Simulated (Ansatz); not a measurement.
HfNF:
Space group Pbcm (No. 57); a = 5.154 Å, b = 5.341 Å, c = 5.460 Å, α = β = γ = 90.00°

```
atom  site  symmetry       x       y       z
----  ----  --------  ------  ------  ------
Hf      4d       ..m  0.3251  0.0109  0.2500
F       4d       ..m  0.0424  0.3368  0.2500
N       4c       2..  0.5257  0.2500  0.0000
```

Relaxed with r²SCAN.

Q: Which orbitals make up the states near the band edges in r²SCAN in the plane-wave PAW code Ansatz?

A: Top 1 eV of the valence band: N 2p 84 %, Hf 5d 9 %. Bottom 1 eV of the conduction band: Hf 5d 85 %, N 2p 6 %. Projections are on Löwdin-orthogonalised atomic valence shells; empty p or d shells of many metals are not among them.

Q: Tabulate the density of states.

A: States/eV per cell of 12 atoms, in 0.25 eV bins, energy from the valence-band maximum.

```
E (eV)  total  Hf 5d   F 2p  N 2p
------  -----  -----  -----  ----
-7.85    0.00   0.00   0.00  0.00
-7.60    0.03   0.00   0.02  0.00
-7.35    3.29   0.26   2.65  0.12
-7.10   11.78   1.02   9.64  0.34
-6.85   14.61   1.71  11.89  0.39
-6.60    9.59   1.20   7.82  0.31
-6.35   10.86   1.27   8.84  0.49
-6.10    7.03   0.68   5.92  0.28
-5.85    6.50   0.52   5.60  0.24
-5.60    6.55   0.41   5.81  0.21
-5.35    7.61   0.39   6.84  0.25
-5.10   12.17   0.49  11.03  0.48
-4.85    5.99   0.16   5.40  0.33
-4.60    1.88   0.34   0.49  0.91
-4.35    4.32   0.87   0.79  2.33
-4.10    5.91   1.27   0.72  3.50
-3.85    6.73   1.44   0.78  4.05
-3.60    7.00   1.57   0.73  4.26
-3.35    7.56   1.82   0.68  4.62
-3.10    9.62   2.60   0.74  5.86
-2.85    9.56   2.59   0.89  5.77
-2.60    7.37   2.01   0.50  4.61
-2.35    6.85   1.76   0.43  4.35
-2.10    4.64   1.16   0.22  3.05
-1.85    3.43   0.79   0.13  2.33
-1.60    2.46   0.43   0.09  1.78
-1.35    2.89   0.41   0.08  2.21
-1.10    2.79   0.31   0.06  2.23
-0.85    3.64   0.35   0.05  2.99
-0.60    4.71   0.45   0.06  3.92
-0.35    3.54   0.29   0.04  3.03
-0.10    1.09   0.07   0.01  0.96
0.15     0.00   0.00   0.00  0.00
0.40     0.00   0.00   0.00  0.00
0.65     0.00   0.00   0.00  0.00
0.90     0.00   0.00   0.00  0.00
1.15     0.00   0.00   0.00  0.00
1.40     0.00   0.00   0.00  0.00
1.65     0.00   0.00   0.00  0.00
1.90     0.00   0.00   0.00  0.00
2.15     0.00   0.00   0.00  0.00
2.40     0.00   0.00   0.00  0.00
2.65     0.20   0.18   0.00  0.01
2.90     0.55   0.48   0.01  0.02
3.15     0.68   0.58   0.01  0.04
3.40     1.44   1.20   0.02  0.11
3.65     4.43   3.67   0.12  0.32
3.90    10.19   8.44   0.33  0.63
4.15     6.69   5.25   0.16  0.42
4.40     9.40   7.24   0.24  0.51
4.65    10.38   8.11   0.48  0.52
4.90     8.27   6.52   0.30  0.54
5.15     8.38   6.45   0.26  0.72
5.40    10.79   8.04   0.29  1.04
5.65     8.49   5.99   0.22  0.99
5.90     6.95   5.00   0.15  0.83
6.15     5.12   3.67   0.11  0.61
6.40     4.07   2.82   0.10  0.53
6.65     4.29   2.91   0.14  0.58
6.90     3.65   2.41   0.13  0.49
7.15     4.43   2.90   0.19  0.52
```

The start of the workflow was typed in or built on a structure type; neither database checked (COD, Materials Project) lists it. Whether it is the stable phase at ambient conditions was not checked. The r²SCAN relaxation kept the symmetry of its start; whether a distortion lowers the energy is not shown. The run is not spin-polarised. Spin–orbit coupling is left out wherever it is not named.

Potentials: the earlier of the program's two PAW sets.
